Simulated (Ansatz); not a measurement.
K2S (anti-fluorite, Fm-3m), DFT-PBEsol in the program Ansatz with PAW potentials: ε∞ = 3.16, cell volume 98.69 Å³. Infrared-active transverse modes:

```json
[
 {"ω_TO (cm⁻¹)": "165.4", "oscillator strength S_xx (e²/amu)": "0.1642"}
]
```

### Question
Compute the static dielectric constant.

### Answer
Each mode adds (4.921e7/V) S/ω²: 2.99. So ε0 = 6.15.

### Question
What LO frequency does the Lyddane–Sachs–Teller relation give?

### Answer
ω_LO = ω_TO √(ε0/ε∞) = 231 cm⁻¹.

The PBEsol relaxation kept the symmetry of its start; of distortions, only those at the zone centre were tested.

Potentials: the later of the program's two PAW sets.
